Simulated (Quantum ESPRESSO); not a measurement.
# Sc4InHfPd2: input and log of a self-consistent run

A calculation, not a measurement. The program is pw.x of Quantum ESPRESSO 7.5 (plane-wave density functional theory). The cell is made up: eight metal atoms on a face-centred cubic lattice, with elements, volume, strain and displacements drawn at random and not relaxed, so it may be unstable or far from any real phase. PseudoDojo standard norm-conserving files set the functional (PBE unless stated); there is no spin polarisation or spin-orbit coupling, the Fermi-Dirac width of 0.25 eV means electrons at about 2900 K, and the masses in the input are unused placeholders. Heavy elements are run without spin-orbit coupling, which real alloys of them have. A spin test at this wide smearing found no moment, but such smearing suppresses magnetism that the real alloy may have.

Input:

```
&control calculation='scf', pseudo_dir='./dojo.nc.sr.pbe.v0_5.standard.upf', outdir='./o', disk_io='minimal', tprnfor=.true., tstress=.true. /
&system ibrav=0, nat=8, ntyp=4, nbnd=70, ecutwfc=82.02448710, nosym=.true., tot_charge=0,
 occupations='smearing', smearing='fd', degauss=0.0183746611
/
&electrons conv_thr=1.470e-08, electron_maxstep=70, mixing_beta=0.5 /
ATOMIC_SPECIES
Hf 1.0 Hf.upf
In 1.0 In.upf
Pd 1.0 Pd.upf
Sc 1.0 Sc.upf
CELL_PARAMETERS angstrom
2.1276 4.4047 2.2065
2.2569 -4.4456 2.1589
2.2603 -0.068 -6.6161
ATOMIC_POSITIONS angstrom
Sc -0.1083 0.0733 -0.0062
In 2.1762 -2.2555 0.0601
Sc 2.1544 -0.0597 -2.2397
Hf 4.4899 -2.3123 -2.2437
Pd 2.2008 -0.0073 2.1735
Sc 2.1733 2.1694 0.0218
Sc 4.5204 -0.1254 -0.1027
Pd 4.4755 2.067 -2.1106
K_POINTS automatic
5 5 4 1 1 1
```

The log is shortened where brackets say so; the opening notice, blank lines, dates and the lines on written files are dropped, and the path of the files is cut. It prints rydbergs, bohrs and kilobars, and counts compression as positive stress. Its total energy is the free energy E - TS of the whole cell.

```
     Program PWSCF v.7.5
     Parallel version (MPI & OpenMP), running on       4 processor cores
     Number of MPI processes:                 4
     Threads/MPI process:                     1
     [start-up lines left out]
     bravais-lattice index     =            0
     lattice parameter (alat)  =      10.1408  a.u.
     unit-cell volume          =    1160.6320 (a.u.)^3
     number of atoms/cell      =            8
     number of atomic types    =            4
     number of electrons       =       105.00
     number of Kohn-Sham states=           70
     kinetic-energy cutoff     =      82.0245  Ry
     charge density cutoff     =     328.0979  Ry
     scf convergence threshold =      1.5E-08
     mixing beta               =       0.5000
     number of iterations used =            8  plain     mixing
     Exchange-correlation= PBE
                           (   1   4   3   4   0   0   0)
     [axes and pseudopotential details left out]
   Cartesian axes
     site n.     atom                  positions (alat units)
         1        Sc     tau(   1) = (  -0.0201817   0.0136594  -0.0011554  )
         2        In     tau(   2) = (   0.4055341  -0.4203116   0.0111996  )
         3        Sc     tau(   3) = (   0.4014717  -0.0111251  -0.4173673  )
         4        Hf     tau(   4) = (   0.8366913  -0.4308963  -0.4181127  )
         5        Pd     tau(   5) = (   0.4101183  -0.0013604   0.4050310  )
         6        Sc     tau(   6) = (   0.4049937   0.4042669   0.0040624  )
         7        Sc     tau(   7) = (   0.8423750  -0.0233682  -0.0191381  )
         8        Pd     tau(   8) = (   0.8340079   0.3851847  -0.3933096  )
     number of k points=    50  Fermi-Dirac smearing, width (Ry)=  0.0184
                       cart. coord. in units 2pi/alat
        k(    1) = (   0.2580333   0.0038412  -0.0132723), wk =   0.0400000
        k(    2) = (   0.4087243   0.0068566  -0.1645944), wk =   0.0400000
     [further k points left out]
     Dense  grid:   116479 G-vectors     FFT dimensions: (  60,  60,  80)
     Estimated max dynamical RAM per process >     408.93 MB
     Estimated total dynamical RAM >       1.51 GB
     Initial potential from superposition of free atoms
     starting charge     104.9834, renormalised to     105.0000
     Starting wfcs are   77 randomized atomic wfcs
     total cpu time spent up to now is        8.7 secs
     per-process dynamical memory:   320.9 Mb
     Self-consistent Calculation
     iteration #  1     ecut=    82.02 Ry     beta= 0.50
     Davidson diagonalization with overlap
     ethr =  1.00E-02,  avg # of iterations =  2.4
     total cpu time spent up to now is       26.4 secs
     total energy              =   -1159.46620781 Ry
     estimated scf accuracy    <      23.36697265 Ry
     iteration #  2     ecut=    82.02 Ry     beta= 0.50
     Davidson diagonalization with overlap
     ethr =  1.00E-02,  avg # of iterations =  3.1
     total cpu time spent up to now is       48.8 secs
     total energy              =   -1173.00617513 Ry
     estimated scf accuracy    <      58.93130368 Ry
     iteration #  3     ecut=    82.02 Ry     beta= 0.50
     Davidson diagonalization with overlap
     ethr =  1.00E-02,  avg # of iterations =  2.2
     total cpu time spent up to now is       67.8 secs
     total energy              =   -1175.48997539 Ry
     estimated scf accuracy    <      10.01203875 Ry
     iteration #  4     ecut=    82.02 Ry     beta= 0.50
     Davidson diagonalization with overlap
     ethr =  9.54E-03,  avg # of iterations =  1.6
     total cpu time spent up to now is       83.8 secs
     total energy              =   -1175.19729873 Ry
     estimated scf accuracy    <       4.36263947 Ry
     iteration #  5     ecut=    82.02 Ry     beta= 0.50
     Davidson diagonalization with overlap
     ethr =  4.15E-03,  avg # of iterations =  4.3
     total cpu time spent up to now is      101.6 secs
     total energy              =   -1174.98010976 Ry
     estimated scf accuracy    <       2.10930245 Ry
     [iterations 6 to 15 left out]
     iteration # 16     ecut=    82.02 Ry     beta= 0.50
     Davidson diagonalization with overlap
     ethr =  6.03E-09,  avg # of iterations =  2.8
     total cpu time spent up to now is      328.9 secs
     total energy              =   -1175.05740906 Ry
     estimated scf accuracy    <       0.00000246 Ry
     iteration # 17     ecut=    82.02 Ry     beta= 0.50
     Davidson diagonalization with overlap
     ethr =  2.34E-09,  avg # of iterations =  4.5
     total cpu time spent up to now is      345.8 secs
     total energy              =   -1175.05740933 Ry
     estimated scf accuracy    <       0.00000194 Ry
     iteration # 18     ecut=    82.02 Ry     beta= 0.50
     Davidson diagonalization with overlap
     ethr =  1.85E-09,  avg # of iterations =  2.2
     total cpu time spent up to now is      361.0 secs
     total energy              =   -1175.05740949 Ry
     estimated scf accuracy    <       0.00000024 Ry
     iteration # 19     ecut=    82.02 Ry     beta= 0.50
     Davidson diagonalization with overlap
     ethr =  2.27E-10,  avg # of iterations =  5.7
     total cpu time spent up to now is      378.6 secs
     total energy              =   -1175.05740953 Ry
     estimated scf accuracy    <       0.00000003 Ry
     iteration # 20     ecut=    82.02 Ry     beta= 0.50
     Davidson diagonalization with overlap
     ethr =  2.43E-11,  avg # of iterations =  5.2
     total cpu time spent up to now is      397.9 secs
     End of self-consistent calculation
     [lines on levels left out]
!    total energy              =   -1175.05740953 Ry
     estimated scf accuracy    <          6.8E-09 Ry
     smearing contrib. (-TS)   =      -0.14434529 Ry
     internal energy E=F+TS    =   -1174.91306424 Ry
     The total energy is F=E-TS. E is the sum of the following terms:
     one-electron contribution =    -458.31342720 Ry
     hartree contribution      =     271.39022778 Ry
     xc contribution           =    -217.99590031 Ry
     ewald contribution        =    -769.99396450 Ry
     convergence has been achieved in  20 iterations
     Forces acting on atoms (cartesian axes, Ry/au):
     atom    1 type  4   force =     0.00596301   -0.01984639    0.00947394
     atom    2 type  2   force =    -0.01008591    0.01168703   -0.00527378
     atom    3 type  4   force =     0.04448687    0.00100328   -0.01380069
     atom    4 type  1   force =     0.00324938    0.00517410   -0.00712892
     atom    5 type  3   force =    -0.00200375    0.00037710   -0.00015035
     atom    6 type  4   force =     0.00176116   -0.01036623    0.00071097
     atom    7 type  4   force =    -0.03058044    0.00650100    0.01452267
     atom    8 type  3   force =    -0.01279032    0.00547010    0.00164616
     Total force =     0.067408     Total SCF correction =     0.000269
     Computing stress (Cartesian axis) and pressure
          total   stress  (Ry/bohr**3)                   (kbar)     P=      -25.06
  -0.00024592   0.00018452  -0.00002705          -36.18       27.14       -3.98
   0.00018452  -0.00011545   0.00002341           27.14      -16.98        3.44
  -0.00002705   0.00002341  -0.00014977           -3.98        3.44      -22.03
     init_run     :      8.17s CPU      8.49s WALL (       1 calls)
     electrons    :    381.79s CPU    389.23s WALL (       1 calls)
     forces       :      2.59s CPU      2.62s WALL (       1 calls)
     stress       :      9.16s CPU      9.16s WALL (       1 calls)
     [timing details left out]
     PWSCF        :   6m41.92s CPU   6m49.77s WALL
     JOB DONE.
```

In other units: free energy -15987.471 eV for the cell, pressure -2.51 GPa, largest force component 1.144 eV/Å in size. The run took 412 s of wall time with four MPI processes on a shared machine (Intel Xeon, 2023 or later, virtual cores), so the time is rough. A rerun of this cell at a higher cutoff and on a denser mesh moved values by no more than 0.002 eV in energy, 0.02 GPa in stress and 0.003 eV/Å in force, and a second program with other atomic files agreed on that cell to 2 % rms in force and 0.5 GPa in pressure.